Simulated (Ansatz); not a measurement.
# Sensitivity of the gradients in ZnS with Na replacing Zn to the input

Cell: a supercell of ZnS (wurtzite type, P6_3mc) built from a COD entry, with all atoms left at the host's positions.

Space group P3m1 (No. 156); a = 7.6220, c = 12.4680 Å, γ = 120.00°.

| site | Wyckoff | site symmetry | x | y | z |
| --- | --- | --- | --- | --- | --- |
| Na | 1a | 3m. | 0.0000 | 0.0000 | 0.0000 |
| Zn2 | 1a | 3m. | 0.0000 | 0.0000 | 0.5000 |
| Zn3 | 3d | .m. | 0.0000 | 0.5000 | 0.0000 |
| Zn4 | 3d | .m. | 0.0000 | 0.5000 | 0.5000 |
| Zn9 | 3d | .m. | 0.1667 | 0.8333 | 0.2500 |
| Zn10 | 3d | .m. | 0.1667 | 0.8333 | 0.7500 |
| Zn15 | 1c | 3m. | 0.6667 | 0.3333 | 0.2500 |
| Zn16 | 1c | 3m. | 0.6667 | 0.3333 | 0.7500 |
| S17 | 1a | 3m. | 0.0000 | 0.0000 | 0.1925 |
| S18 | 1a | 3m. | 0.0000 | 0.0000 | 0.6925 |
| S19 | 3d | .m. | 0.0000 | 0.5000 | 0.1925 |
| S20 | 3d | .m. | 0.0000 | 0.5000 | 0.6925 |
| S25 | 3d | .m. | 0.1667 | 0.8333 | 0.4425 |
| S26 | 3d | .m. | 0.1667 | 0.8333 | 0.9425 |
| S31 | 1c | 3m. | 0.6667 | 0.3333 | 0.4425 |
| S32 | 1c | 3m. | 0.6667 | 0.3333 | 0.9425 |

One atom of each set is listed.

Reference run. Level of theory: DFT, PBE, plane waves and PAW, scalar-relativistic, 420 eV cutoff, Γ-centred 3×3×2 k-points, Fermi–Dirac smearing 0.01 eV, cell charge -1 (Ansatz 0.2.0).

Question: The input is changed as follows: `kpoints.mp_grid.grid`: [3, 3, 2] → [4, 4, 2]; `scf.lower_state_search`: not typed → standard; `accuracy`: not typed → low. What happens to V_zz (10²¹ V/m²) and η?

Answer: 

```tsv
site	V_zz reference	η reference	V_zz changed	η changed
Na	0.74	0.00	0.74	0.00
Zn2	1.34	0.00	1.33	0.00
Zn3	3.29	0.24	3.28	0.24
Zn10	0.43	0.86	0.42	0.89
S17	-9.07	0.00	-9.12	0.00
S18	-0.39	0.00	-0.42	0.00
S19	-1.18	0.61	-1.22	0.58
S20	-0.55	0.79	-0.58	0.74
S25	-1.42	0.15	-1.46	0.14
S26	-10.24	0.07	-10.25	0.06
S31	-1.04	0.00	-1.08	0.00
S32	0.77	0.00	0.73	0.00
```

The largest change of V_zz is on S17, from -9.07 to -9.12. In per cent, |V_zz| changes by 0 on Na, -1 to 0 on Zn, -5 to +6 on S (all sites that start above 0.5). The table leaves out 4 of the 16 sites, with |V_zz| up to 2.41; their tensors move by 0.02 at most along any direction. The statements above cover all sites. SCF iterations: 10 and 10. In the changed run the accuracy preset is low, so its values aren't converged ones.

On the reference run: The defect repeats with the cell of 32 atoms, so it feels its images: sites between two images don't show the values beside a lone defect, and zeros or small values of η there can come from the images' arrangement. S and Zn carry a gradient in the pure host already, so the values there aren't the defect's effect alone. A uniform background compensates the cell's charge. The neighbours have not yet relaxed around the defect (largest force 1.9 eV/Å), so a real crystal will differ.
